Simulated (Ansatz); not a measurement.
The relaxed structure here is a generated cell of Sr: the first start was made by placing the elements on the sites of a structure type, and the end was not matched to a known phase here, so it may be hypothetical. Known forms of Sr include space group No. 225.

A relaxed cell of Sr (Pm-3n (No. 223)), relaxed on a k-mesh at least as fine as the one used below. The numbers are results of r2SCAN (plane waves to 500 eV, PAW, scalar-relativistic; Ansatz, an electronic-structure program), not measurements. Γ-centred k-mesh 5×5×5 on the run's cell (coarser than for final values), Fermi–Dirac smearing 0.05 eV.

```yaml
crystal:
  lattice:
    - [7.68606, 0.00000, 0.00000]
    - [0.00000, 7.68606, 0.00000]
    - [0.00000, 0.00000, 7.68606]
  atoms:
    - { symbol: Sr, position: [0.25000, 0.00000, 0.50000] }
    - { symbol: Sr, position: [0.75000, 0.00000, 0.50000] }
    - { symbol: Sr, position: [0.00000, 0.50000, 0.25000] }
    - { symbol: Sr, position: [0.00000, 0.50000, 0.75000] }
    - { symbol: Sr, position: [0.50000, 0.25000, 0.00000] }
    - { symbol: Sr, position: [0.50000, 0.75000, 0.00000] }
    - { symbol: Sr, position: [0.00000, 0.00000, 0.00000] }
    - { symbol: Sr, position: [0.50000, 0.50000, 0.50000] }
```

The atoms are displaced by (Å):

| atom | ux | uy | uz |
|---|---|---|---|
| Sr1 | 0.098 | -0.059 | -0.057 |
| Sr2 | -0.043 | -0.083 | -0.062 |
| Sr3 | 0.066 | -0.082 | -0.175 |
| Sr4 | 0.179 | -0.004 | -0.016 |
| Sr5 | 0.074 | 0.016 | -0.204 |
| Sr6 | 0.101 | 0.005 | -0.012 |
| Sr7 | 0.078 | -0.063 | -0.031 |
| Sr8 | 0.038 | -0.025 | -0.099 |

What forces (eV/Å) and pressure result?


```json
[
 {"atom": "Sr1", "Fx": "-0.32", "Fy": "0.04", "Fz": "0.00"},
 {"atom": "Sr2", "Fx": "0.39", "Fy": "0.06", "Fz": "0.00"},
 {"atom": "Sr3", "Fx": "-0.02", "Fy": "0.03", "Fz": "0.41"},
 {"atom": "Sr4", "Fx": "-0.14", "Fy": "-0.04", "Fz": "-0.38"},
 {"atom": "Sr5", "Fx": "0.01", "Fy": "-0.07", "Fz": "0.13"},
 {"atom": "Sr6", "Fx": "-0.03", "Fy": "-0.01", "Fz": "-0.08"},
 {"atom": "Sr7", "Fx": "0.01", "Fy": "0.04", "Fz": "-0.06"},
 {"atom": "Sr8", "Fx": "0.10", "Fy": "-0.05", "Fz": "-0.03"}
]
```

Pressure 0.0 GPa.

No spin polarisation in the result.

The run that gave the undisplaced cell could not lose the symmetry of its start, so the end can be a saddle point.
